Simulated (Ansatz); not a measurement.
Y$_{3}$Si$_{5}$:
```
CELL_PARAMETERS angstrom
      6.49870     0.00000     0.00000
     -3.24935     5.62804     0.00000
      0.00000     0.00000     4.15446
ATOMIC_POSITIONS crystal
  Y  0.00000 0.64556 0.00000
  Y  0.64556 0.00000 0.00000
  Y  0.35444 0.35444 0.00000
  Si 0.66667 0.33333 0.50000
  Si 0.33333 0.66667 0.50000
  Si 0.00000 0.26261 0.50000
  Si 0.26261 0.00000 0.50000
  Si 0.73739 0.73739 0.50000
```

Relaxed with PBEsol. Special points in fractions of this cell's reciprocal vectors: Γ (0.000, 0.000, 0.000); M (0.500, 0.000, 0.000); K (0.333, 0.333, 0.000); A (0.000, 0.000, 0.500); L (0.500, 0.000, 0.500); H (0.333, 0.333, 0.500).

Q: List the band energies nearest the Fermi level at these points for DFT-PBEsol with spin–orbit coupling in the program Ansatz with PAW potentials.

A: In eV from the Fermi level; about four levels below and three above (degenerate sets whole), none deeper than 8.9 eV; points with the same levels are listed once.

```
k                                below                above
-  -----------------------------------  -------------------
Γ  -0.99 -0.99 -0.99 -0.99 -0.40 -0.40  0.97 0.97 1.19 1.19
M              -1.90 -1.90 -0.58 -0.58  0.01 0.01 0.84 0.84
K              -1.07 -1.07 -1.03 -1.03  1.46 1.46 1.46 1.46
A              -2.17 -2.17 -1.43 -1.43  0.23 0.23 0.25 0.25
L              -1.96 -1.96 -1.48 -1.48  0.26 0.26 0.54 0.54
H              -1.73 -1.73 -1.73 -1.73  0.12 0.12 0.39 0.39
```

Space group P-62m. The start of the workflow was typed in or built on a structure type; neither database checked (COD, Materials Project) lists it. Whether it is the stable phase at ambient conditions was not checked. Symmetry was held in the PBEsol relaxation; its stability against distortions is not shown here. The run is not spin-polarised.

Potentials: the earlier of the program's two PAW sets. The files were generated under PBE; for other functionals the program regenerates the frozen cores, and for LDA and PBEsol the local potential too.
